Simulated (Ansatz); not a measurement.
In PBE in the plane-wave PAW code Ansatz, Cu$_{3}$Sb in the hexagonal phase (P6/mmm; Sb on 1a, Cu on 1b, Cu on 2c) relaxes to a = 4.533 Å, c = 4.946 Å. Cu on 1b has 2 nearest neighbours from 2.47 Å (linear). Its formation energy from the elements is 422 meV/atom, with no fitted shifts.

Electronic character: metallic (no gap).

An equation-of-state fit gives a bulk modulus of 56.1 GPa.

The start of the workflow was typed in or built on a structure type; neither database checked (COD, Materials Project) lists it. Its standing as an ambient phase is unchecked. The PBE relaxation kept the symmetry of its start; whether a distortion lowers the energy is not shown. No spin polarisation was allowed. Its formation energy is positive at this level, so the cell may be metastable or incomplete. The references are the lowest solids computed at this level, not always the standard phases. Spin–orbit coupling is left out wherever it is not named.

Potentials: the earlier of the program's two PAW sets.
